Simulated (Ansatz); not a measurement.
# EuMn2P2 with magnetization, scf.max_iter changed

Level of theory: PBEsol, collinear spin, scalar-relativistic; Ansatz, plane waves to 420 eV (PAW set soft_2), k-mesh 3×3×3. These are the settings of the reference run.

Cell:

```
cell
1.0
     0.0000    0.0000    6.7240
    -7.4869    0.0000    0.0000
     3.7435   -6.4839    0.0000
Eu Mn P
4 8 8
Direct
  0.0000 0.0000 0.0000
  0.0000 0.0000 0.5000
  0.0000 0.5000 0.0000
  0.0000 0.5000 0.5000
  0.6152 0.3333 0.1667
  0.6152 0.3333 0.6667
  0.6152 0.8333 0.1667
  0.6152 0.8333 0.6667
  0.3848 0.1667 0.3333
  0.3848 0.1667 0.8333
  0.3848 0.6667 0.3333
  0.3848 0.6667 0.8333
  0.2822 0.3333 0.1667
  0.2822 0.3333 0.6667
  0.2822 0.8333 0.1667
  0.2822 0.8333 0.6667
  0.7178 0.1667 0.3333
  0.7178 0.1667 0.8333
  0.7178 0.6667 0.3333
  0.7178 0.6667 0.8333
```

The reference run of this cell is solved again as a single point with these keys changed:

| key | reference run | changed run |
| --- | --- | --- |
| magnetization | {spin_polarized: true} | {spin_polarized: true, initial_magnetization: 1} |
| scf.max_iter | not typed | 80 |

Problem. How far do the results move?

Solution. 

| quantity | reference run | changed run |
| --- | --- | --- |
| energy, changed less reference (meV an atom) | 0 | 0.0 |
| pressure (GPa) | 0.4 | 0.4 |
| largest force (eV/Å) | 0.09 | 0.09 |
| gap on the mesh (eV) | 0.00 | 0.00 |
| moment of the cell (μB) | 41.85 | 41.85 |

The results hardly move, so the changed setting does no harm here. It took 19 iterations.

Caveats: the reference run: 4f shell without a U, which puts 4f levels too near the Fermi level; the reference run: open f or d shells may hold a state above the lowest; a single point, atoms not relaxed again.
